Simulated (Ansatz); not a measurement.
CsSnI₃:
```cif
data_Cs4I12Sn4
_chemical_formula_sum 'Cs4 I12 Sn4'
_space_group_name_H-M_alt 'P 1'
_space_group_IT_number 1
_cell_length_a 10.60746
_cell_length_b 4.77404
_cell_length_c 17.94737
_cell_angle_alpha 90.000
_cell_angle_beta 90.000
_cell_angle_gamma 90.000
loop_
_space_group_symop_operation_xyz
  'x, y, z'
loop_
_atom_site_label
_atom_site_type_symbol
_atom_site_fract_x
_atom_site_fract_y
_atom_site_fract_z
_atom_site_occupancy
Cs1 Cs 0.91577 0.75000 0.66952 1
Cs2 Cs 0.58423 0.25000 0.16952 1
Cs3 Cs 0.41577 0.75000 0.83048 1
Cs4 Cs 0.08423 0.25000 0.33048 1
I1 I 0.52755 0.75000 0.61594 1
I2 I 0.97245 0.25000 0.11594 1
I3 I 0.02755 0.75000 0.88406 1
I4 I 0.47245 0.25000 0.38406 1
I5 I 0.16711 0.75000 0.50106 1
I6 I 0.33289 0.25000 0.00106 1
I7 I 0.66711 0.75000 0.99894 1
I8 I 0.83289 0.25000 0.49894 1
I9 I 0.20604 0.25000 0.70801 1
I10 I 0.29396 0.75000 0.20801 1
I11 I 0.70604 0.25000 0.79199 1
I12 I 0.79396 0.75000 0.29199 1
Sn1 Sn 0.34248 0.25000 0.56193 1
Sn2 Sn 0.15752 0.75000 0.06193 1
Sn3 Sn 0.84248 0.25000 0.93807 1
Sn4 Sn 0.65752 0.75000 0.43807 1
```

Relaxed with r²SCAN. 

**Question.** HSE06 on this cell (Ansatz, an electronic-structure program, PAW) gives a gap of 2.72 eV. What does r²SCAN give?

**Answer.** 2.36 eV.

Cost on shared cores: the r²SCAN run (SCF on a 3×6×2 mesh, then bands and DOS) about 110 core-minutes (a rough figure), the HSE06 run (SCF on 2×4×1, then a few points) very roughly 40 core-minutes; the tasks are unlike.

Space group Pnma. The cell was relaxed with r²SCAN under the symmetry of its start. Scalar-relativistic: spin–orbit coupling is off unless named, which matters more the heavier the elements.

Potentials: the later of the program's two PAW sets.

Ansatz is a plane-wave DFT program.
